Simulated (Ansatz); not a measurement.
Relaxed-ion elastic tensor of MgH$_{2}$ (rutile, P4_2/mnm) in GPa (Voigt order), plane-wave PAW LDA (Ansatz code); density 1.50 g/cm³, 9.72 Å³ per atom.

```
71.5  44.1  32.6   0.0   0.0   0.0
44.1  71.5  32.6   0.0   0.0   0.0
32.6  32.6   139   0.0   0.0   0.0
 0.0   0.0   0.0  38.1   0.0   0.0
 0.0   0.0   0.0   0.0  38.1   0.0
 0.0   0.0   0.0   0.0   0.0  55.7
```

### Question
Is the crystal mechanically stable?

### Answer
Yes: the smallest eigenvalue of C is 27.4 GPa.

### Question
Work out the Voigt, Reuss and Hill averages.

### Answer
K_V = 55.6, K_R = 52.9, K_H = 54.3; G_V = 37.9, G_R = 29.9, G_H = 33.9 GPa.

### Question
Give Young's modulus, Poisson's ratio, Pugh's ratio and the universal anisotropy index.

### Answer
E = 9KG/(3K + G) = 84.1 GPa; ν = 0.24; K/G = 1.60 (brittle by the Pugh limit of 1.75); A_U = 5G_V/G_R + K_V/K_R − 6 = 1.39.

### Question
Estimate the sound speeds and the Debye temperature.

### Answer
v_l = √((K + 4G/3)/ρ) = 8140 m/s, v_t = √(G/ρ) = 4750 m/s, mean 5270 m/s; Θ = (h/k)(3n/4πV)^(1/3) v_m = 736 K.

### Question
Solve the Christoffel equation for the three sound speeds along x, y, z.

### Answer
Eigenvalues of C_ijkl n_j n_l equal ρv². In km/s, slowest first: x 5.04, 6.09, 6.91; y 5.04, 6.09, 6.91; z 5.04, 5.04, 9.62.

### Question
How much does each axis shrink under pressure?

### Answer
Linear compressibilities β_i = Σ_j S_ij (j = 1 to 3): x 7.6, y 7.6, z 3.6 per TPa.

The cell was relaxed with LDA under the symmetry of its start; phonons on a q-mesh show no instability.

Potentials: the later of the program's two PAW sets.
